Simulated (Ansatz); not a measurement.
Sr3Sn2O7:
```
Sr3Sn2O7
1.0
   -2.03103     2.03103    10.33542
    2.03103    -2.03103    10.33542
    2.03103     2.03103   -10.33542
Sr Sn O
3 2 7
Direct
  0.50000   0.50000   0.00000
  0.31427   0.31427   0.00000
  0.68573   0.68573   0.00000
  0.09892   0.09892   0.00000
  0.90108   0.90108   0.00000
  0.00000   0.00000   0.00000
  0.59695   0.09695   0.50000
  0.09695   0.59695   0.50000
  0.40305   0.90305   0.50000
  0.90305   0.40305   0.50000
  0.19785   0.19785   0.00000
  0.80215   0.80215   0.00000
```

Relaxed with r²SCAN. Special points in fractions of this cell's reciprocal vectors: Γ (0.000, 0.000, 0.000); X (0.000, 0.000, 0.500); P (0.250, 0.250, 0.250); N (0.000, 0.500, 0.000); M (0.500, 0.500, -0.500); S (0.260, 0.740, -0.260); S0 (-0.260, 0.260, 0.260); R (-0.019, 0.019, 0.500); G (0.500, 0.500, -0.019).

Question: List the band energies nearest the valence-band maximum at these points for DFT-r²SCAN in the program Ansatz with PAW potentials.

Answer: In eV from the valence-band maximum; about four levels below and three above (degenerate sets whole), none deeper than 8.9 eV; points with the same levels are listed once.

| k | below | above |
|---|---|---|
| Γ | -0.72 -0.72 -0.49 -0.49 | 2.98 5.24 5.43 |
| X | -0.36 -0.30 -0.26 0.00 | 5.94 6.38 6.63 |
| P | -0.30 -0.26 -0.11 -0.11 | 6.11 6.11 6.63 |
| N | -0.87 -0.64 -0.57 -0.16 | 6.51 6.87 7.01 |
| M | -0.68 -0.68 -0.51 -0.51 | 3.37 4.57 5.22 |
| S | -0.85 -0.63 -0.59 -0.16 | 6.48 6.91 6.96 |
| R | -0.37 -0.30 -0.27 -0.01 | 5.95 6.39 6.65 |

Space group I4/mmm. A made-up cell: these elements were put on the sites of a structure type; neither database checked (COD, Materials Project) lists it. COD files the formula under space group No. 63. Whether it is the stable phase at ambient conditions was not checked. The r²SCAN relaxation kept the symmetry of its start; whether a distortion lowers the energy is not shown. Scalar-relativistic: spin–orbit coupling is off unless named, which matters more the heavier the elements.

Potentials: the earlier of the program's two PAW sets. The files were generated under PBE; for other functionals the program regenerates the frozen cores, and for LDA and PBEsol the local potential too.
